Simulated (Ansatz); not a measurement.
V (bcc (W type), Im-3m), a = 2.9259 Å, b = 2.9259 Å, c = 2.9259 Å, α = 90.00°, β = 90.00°, γ = 90.00°; the cell used has 1 atom.

Relaxed with LDA (plane waves, PAW; program Ansatz). Indices refer to the conventional cell of Im-3m, a = b = c = 2.926 Å, α = β = γ = 90.00°.

**Question.** Simulate the powder diffraction pattern (Mo Kα, λ = 0.71073 Å; lines above 1 %) up to 2θ = 45°.

**Answer.** Simulated powder pattern, Mo Kα, λ = 0.71073 Å (kinematic, ideal powder, no thermal factors, no anomalous dispersion; the 30 strongest lines at most, above 1 %, up to 2θ = 45°):

```
2θ (°)  d (Å)  I/Imax (%)    hkl
------  -----  ----------  -----
19.78   2.069         100  (110)
28.12   1.463          16  (200)
34.61   1.195          31  (211)
40.18   1.034         8.8  (220)
```

The LDA relaxation kept the symmetry of its start. The workflow began spin-polarised and lost its moments.

Potentials: the earlier of the program's two PAW sets.
